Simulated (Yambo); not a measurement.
A G0W0@PBEsol run in Yambo for RbCl (rock salt, space group Fm-3m, No. 225) (4×4×4 Γ-centred k mesh, 159 bands and a 10 Ry block in the screening, 159 bands in G with the Bruneval-Gonze terminator, plasmon pole fitted at 27.2 eV) gives these matrix elements, in eV, at the band edges (Γ → Γ):

| state | E0 | <Vxc> | <Σx> | <Σc(E0)> | Z |
|---|---|---|---|---|---|
| valence edge | 0.000 | -13.910 | -18.566 | 1.779 | 0.811 |
| conduction edge | 4.900 | -6.863 | -3.120 | -2.933 | 0.878 |

Q: Solve the linearised quasiparticle equation for both states, give the gap, and say how exchange and correlation each act on it.

A: E = E0 + Z(Σx + Σc − Vxc). Valence: 0.000 + 0.811 × (-18.566 + (1.779) − (-13.910)) = -2.33 eV. Conduction: 4.900 + 0.878 × (-3.120 + (-2.933) − (-6.863)) = 5.61 eV. The gap is 7.94 eV, against 4.90 eV in PBEsol. Replacing Vxc by bare exchange alone would open it by 8.40 eV; correlation takes back 4.71 eV of that, and Z scales what is left. Nearest settings tried, and what they do to the gap: 119 bands in W, 119 bands in G: -21 meV; 8 Ry block (181 vectors against 283): -61 meV; 6×6×6 mesh: -20 meV. So the settings aren't converged at that level. 

Geometry relaxed with PBEsol; primitive cell a = 4.625 Å, b = 4.625 Å, c = 4.625 Å, α = 60.00°, β = 60.00°, γ = 60.00°.
